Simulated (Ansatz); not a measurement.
**Notes on In₂Au**

```yaml
crystal:
  lattice:
    - [0.00000, 3.28465, 3.28465]
    - [3.28465, 0.00000, 3.28465]
    - [3.28465, 3.28465, 0.00000]
  atoms:
    - { symbol: Au, position: [0.00000, 0.00000, 0.00000] }
    - { symbol: In, position: [0.25000, 0.25000, 0.25000] }
    - { symbol: In, position: [0.75000, 0.75000, 0.75000] }
```

Level: r2SCAN, no spin polarisation; 500 eV; 9×9×9 Γ-centred mesh; fermi-dirac occupations (width 0.0134 eV); Ansatz 0.2.0, fixed geometry.

- Forces: The forces vanish by the symmetry of the sites.
- Stress: The pressure is 0.2 GPa (compression positive), so with the atoms held at these fractions the cell is close to zero pressure.
- Charges: Bader charges in e: In +0.56, Au -1.12. In the mean In gives up most and Au takes most.
- At the Fermi level: It is a metal, with about 0.95 states/eV a cell as the mean within 0.25 eV of the Fermi level, mostly In p (63 %) and In s (21 %).

Origin: a database entry at a rescaled volume.
